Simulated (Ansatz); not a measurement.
Elastic constants of Cu at 22 GPa (stress–strain coefficients): input and output

All numbers below come from Ansatz, DFT LDA, scalar-relativistic, plane waves, PAW.

Launched with:
```bash
ansatz run input.yaml --threads 1 --pin off --max-ram 3072MiB --backend cpu --events-out ev --progress --plain --runs-dir out
```

Input (bare energies are in eV):
```yaml
crystal:
  lattice:
    - [2.4094757048, 0.0, 0.0]
    - [-1.2047378524, 2.0866671702, 0.0]
    - [0.0, 0.0, 3.950737354]
  atoms:
    - { symbol: Cu, position: [0.3333333333, 0.6666666667, 0.25] }
    - { symbol: Cu, position: [0.6666666667, 0.3333333333, 0.75] }
basis:
  ecutwfc: 420
kpoints:
  mp_grid: { grid: [18, 18, 10] }
hamiltonian:
  xc: lda
scf:
  occupations: { method: fermi_dirac, width: 0.15 }
output:
  forces: true
  stress: true
  eigenvalues: true
elastic:
  mode: relaxed_ion
  amplitude: 0.005
```

From the output:
```
--- Elastic constants: 3 strain directions × 4 members + reference (group order 24) ---
  dense FFT box of the reference and of every strained cell: 18×18×27
  strains applied: 11, 33, 23; error gains: componentwise 1.00 (the most a stress slope's error grows in a printed constant), spectral 1.41 (1 for all six strains in a standard setting)
  C = ∂σ_k/∂η_j (tension-positive GPa; Voigt order 11 22 33 23 13 12):
       415.936    266.047    190.993      0.000      0.000     -0.000
       266.047    415.936    190.993      0.000      0.000      0.000
       191.050    191.050    487.758      0.000      0.000      0.000
         0.000      0.000      0.000     69.134      0.000      0.000
         0.000      0.000      0.000      0.000     69.134      0.000
         0.000      0.000      0.000      0.000      0.000     74.944
  reference stress σ⁰ (GPa):    -21.992    -21.992    -22.003     -0.000     -0.000     -0.000
  C* (energy form; C + prestress term) asymmetry max|C*_kj − C*_jk| = 4.618e-2 GPa — a small one proves nothing (zero by symmetry where the batch's group is 432, −43m or m−3m); a large one is finite-difference/SCF noise where every solve ...
  moduli (Voigt/Reuss/Hill, GPa): K = 290.65/290.64/290.64   G = 87.41/80.22/83.81   E = 229.39   ν = 0.368
  mechanically stable: yes (min eigenvalue of sym C = 69.13 GPa)
  harmonic check of the ions' relaxations: strain 23: 1 pair too noisy to judge
  the stresses are not corrected for the forces that the relaxations left standing (`elastic.f_tol`)
  strain η (Voigt 11):  stress-route row diagonal C_11 = 415.94 GPa, energy-path curvature d²(F+E_count+ΔE)/dδ²/Ω₀ = 415.86 GPa
    cells at ±δ against ±2δ: C11 416.12 and 416.69 GPa, apart by 0.14 % of the column's largest entry
         δ    σ_11 (GPa) F (eV) n_scf n_hpsi n_pw
    -1.000e-2     -26.3650      -13111.2947870       6  154887    397   relax 5 steps, max|allowed force component| 1.94e-7 eV/Å
    -5.000e-3     -24.1245      -13111.3104278       6  154030    399   relax 3 steps, max|allowed force component| 3.99e-6 eV/Å
     5.000e-3     -19.9633      -13111.3377180       6  153048    401   relax 3 steps, max|allowed force component| 5.07e-6 eV/Å
     1.000e-2     -18.0313      -13111.3494861       6  152836    403   relax 3 steps, max|allowed force component| 2.91e-6 eV/Å
  strain η (Voigt 33):  stress-route row diagonal C_33 = 487.76 GPa, energy-path curvature d²(F+E_count+ΔE)/dδ²/Ω₀ = 488.12 GPa
    cells at ±δ against ±2δ: C33 487.81 and 487.95 GPa, apart by 0.03 % of the column's largest entry
         δ    σ_33 (GPa) F (eV) n_scf n_hpsi n_pw
    -1.000e-2     -27.0607      -13111.2943491       7   98926    394   relax 0 steps, max|allowed force component| 3.24e-17 eV/Å
    -5.000e-3     -24.4858      -13111.3103169       4   78769    398   relax 0 steps, max|allowed force component| 1.16e-17 eV/Å
     5.000e-3     -19.6078      -13111.3376138       5   83980    401   relax 0 steps, max|allowed force component| 6.94e-18 eV/Å
     1.000e-2     -17.3017      -13111.3490446       6   79165    402   relax 0 steps, max|allowed force component| 6.94e-18 eV/Å
  strain η (Voigt 23):  stress-route row diagonal C_44 = 69.13 GPa, energy-path curvature d²(F+E_count+ΔE)/dδ²/Ω₀ = 80.18 GPa
    cells at ±δ against ±2δ: C44 69.12 and 69.09 GPa, apart by 0.05 % of the column's largest entry
         δ    σ_23 (GPa) F (eV) n_scf n_hpsi n_pw
    -1.000e-2      -0.6909      -13111.3242236       6  244163    398   relax 3 steps, max|allowed force component| 3.25e-5 eV/Å
    -5.000e-3      -0.3456      -13111.3245941       6  244258    398   relax 2 steps, max|allowed force component| 3.84e-5 eV/Å
     5.000e-3       0.3456      -13111.3245941       6  244232    398   relax 3 steps, max|allowed force component| 5.93e-6 eV/Å
     1.000e-2       0.6909      -13111.3242236       6  244166    398   relax 3 steps, max|allowed force component| 4.17e-5 eV/Å
```

The run took 3.3 min on 1 thread of AMD EPYC 9R45 96-Core Processor (Zen 5) (shared host), peak memory 0.7 GiB.

In a metal, frequencies and elastic constants depend on the k mesh and the smearing, soft modes and shear constants most. Other phases may be more stable at this pressure.

This form isn't the element's structure at ambient conditions.